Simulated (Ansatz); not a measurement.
NiOS (Janus 1T monolayer) was relaxed with 5 functionals in Ansatz, cell and atoms free, the symmetry of the start kept (meshes: PBE 12×12×1, r2SCAN 12×12×1, PBEsol 12×12×1, LDA 12×12×1, HSE06 6×6×1). These are computed values for a spin-unpolarised cell that may be hypothetical; none is a measurement.

The LDA result:
```xyz
3
Lattice="3.0176 0.0000 0.0000 -1.5088 2.6133 0.0000 0.0000 0.0000 28.7292" Properties=species:S:1:pos:R:3 pbc="T T F"
Ni    0.0000    0.0000    9.1157
O     0.0000    1.7422    9.9856
S     1.5088    0.8711    7.8987
```
Periodic in the plane only; c spans the vacuum.

The sheet's in-plane cell has a = 3.018 Å, b = 3.018 Å (γ = 120.0°), and its outermost atoms lie 2.09 Å apart along the normal. Ni is surrounded by 3 O at 1.95 Å and 3 S at 2.13 Å; O is surrounded by 3 Ni at 1.95 Å; S is surrounded by 3 Ni at 2.13 Å.

(1) How does the cell change with PBE?

(2) How does the cell change with r2SCAN?

(3) Held at the r2SCAN cell, what mean stress do LDA and PBE find, and does its sign point to their own minimum?

Answers

(1) a = 3.090 Å; the area differs by +4.9 % from LDA's. Ni is surrounded by 3 O at 2.00 Å and 3 S at 2.17 Å; O is surrounded by 3 Ni at 2.00 Å; S is surrounded by 3 Ni at 2.17 Å.

(2) a = 3.048 Å; the area differs by +2.0 % from LDA's. Around Ni lie 3 O at 1.97 Å and 3 S at 2.16 Å; around O lie 3 Ni at 1.97 Å; around S lie 3 Ni at 2.16 Å.

(3) Yes. LDA -3.23 N/m, and its relaxed area is -2.0 % from r2SCAN's; PBE +2.34 N/m, and its relaxed area is +2.8 % from r2SCAN's. Compression counts positive, so a positive stress asks for a larger cell.
